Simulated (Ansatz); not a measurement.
Si₂W:
```
CELL_PARAMETERS angstrom
      4.57659     0.00000     0.00000
     -2.28829     3.96344     0.00000
      0.00000     0.00000     6.60374
ATOMIC_POSITIONS crystal
  Si 0.83619 0.67238 0.50000
  Si 0.16381 0.83619 0.83333
  Si 0.32762 0.16381 0.16667
  Si 0.16381 0.32762 0.50000
  Si 0.83619 0.16381 0.83333
  Si 0.67238 0.83619 0.16667
  W  0.00000 0.50000 0.16667
  W  0.50000 0.00000 0.50000
  W  0.50000 0.50000 0.83333
```

Relaxed with PBEsol. Special points in fractions of this cell's reciprocal vectors: Γ (0.000, 0.000, 0.000); M (0.500, 0.000, 0.000); K (0.333, 0.333, 0.000); A (0.000, 0.000, 0.500); L (0.500, 0.000, 0.500); H (0.333, 0.333, 0.500).

Task: List the band energies nearest the Fermi level at these points for PBEsol (plane waves, PAW; program Ansatz).

Result: In eV from the Fermi level; about four levels below and three above (degenerate sets whole), none deeper than 8.9 eV; points with the same levels are listed once.

```tsv
k	below	above
Γ	-3.43 -3.43 -3.06 -2.62 -1.00	2.21 2.21 2.34
M	-2.37 -1.72 -1.21 -0.69	0.00 0.79 0.92
K	-2.82 -1.23 -1.23 -0.86	0.82 1.12 1.12
A	-2.77 -2.77 -2.61 -0.78 -0.78	1.79 2.12 2.12
L	-3.02 -2.16 -1.30 0.00	0.66 1.06 1.27
H	-2.02 -2.02 -1.63 -1.63 -0.66	0.52 0.52 0.80
```

Space group P6_222. The workflow started from a Materials Project entry (that database holds measured and hypothetical structures alike); the Crystallography Open Database copy checked does not list it. It is not the phase usual at ambient conditions (space group No. 139). The PBEsol relaxation kept the symmetry of its start; whether a distortion lowers the energy is not shown. The run is not spin-polarised. The Fermi level of a semimetal is unsure by some 0.05 eV on such meshes. Spin–orbit coupling is left out wherever it is not named.

Potentials: the earlier of the program's two PAW sets. The files were generated under PBE; for other functionals the program regenerates the frozen cores, and for LDA and PBEsol the local potential too.
